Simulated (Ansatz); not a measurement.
A geometry of Au away from equilibrium: step 4 of the relaxation of a relaxed Au cell displaced along its unstable phonon at q = (½, 0, 0) of its primitive reciprocal cell (28i cm⁻¹), largest move 0.15 Å. Calculation: PBEsol (plane waves to 420 eV, PAW, scalar-relativistic; Ansatz, a first-principles code). Γ-centred k-mesh 5×9×9 on the run's cell (coarser than for final values), Fermi–Dirac smearing 0.05 eV. The plane waves were selected for a different cell earlier on the path.

```xyz
4
Lattice="0.2609 5.7706 5.8732 2.9476 0.0435 3.0235 2.9780 3.0026 0.0131" Properties=species:S:1:pos:R:3 pbc="T T T"
Au     4.6854     4.1531     4.9992
Au     4.4412     7.7074     6.9457
Au     3.2592     2.5923     3.4574
Au     3.0150     6.1465     5.4040
```

**Question.** Give the Cartesian forces on all atoms (eV/Å).

**Answer.** 
| atom | Fx | Fy | Fz |
|---|---|---|---|
| Au1 | -0.10 | 0.04 | 0.33 |
| Au2 | -0.37 | 0.43 | -0.01 |
| Au3 | 0.37 | -0.43 | 0.01 |
| Au4 | 0.10 | -0.04 | -0.33 |

The path ends in C2/m (No. 12) at a tolerance of 0.01 Å, Fm-3m (No. 225) at 0.1 Å. No spin polarisation in the result.

The run could not lose the symmetry of its start, so the end can be a saddle point.

The end of the path is a generated cell of Au: the first start was made by placing the elements on the sites of a structure type, and the end was not matched to a known phase here, so it may be hypothetical. Known forms of Au include space group No. 225.
